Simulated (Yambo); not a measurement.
G0W0@PBEsol for BaTiO₃ (space group R3m, No. 160) in Yambo. Reference settings: 4×4×4 Γ-centred k mesh, bands 2 to 127 and a 8 Ry block in the screening, 127 bands in G with the Bruneval-Gonze terminator, plasmon pole fitted at 27.2 eV. The PBEsol gap Z → Γ on this mesh is 2.37 eV; G0W0 gaps are taken between the same points.

The settings were changed. The gap went from 4.01 eV to 3.97 eV, and the shift of the valence edge from -0.37 eV to -0.21 eV.

Problem. What was changed between the two runs?
(A) no random integration
(B) no terminator
(C) 3 Ry block
(D) 84 bands in G, no terminator

Solution. A, no random integration. The others gave (gap, valence shift): 84 bands in G, no terminator: 4.10, 0.03 eV; 3 Ry block: 4.26, -0.32 eV; no terminator: 4.11, -0.16 eV.

Geometry of the Materials Project entry, not relaxed at this level; primitive cell a = 4.0338 Å, b = 4.0338 Å, c = 4.0338 Å, α = 89.84°, β = 89.84°, γ = 89.84°.

A shift is the quasiparticle energy of the state minus its PBEsol energy.
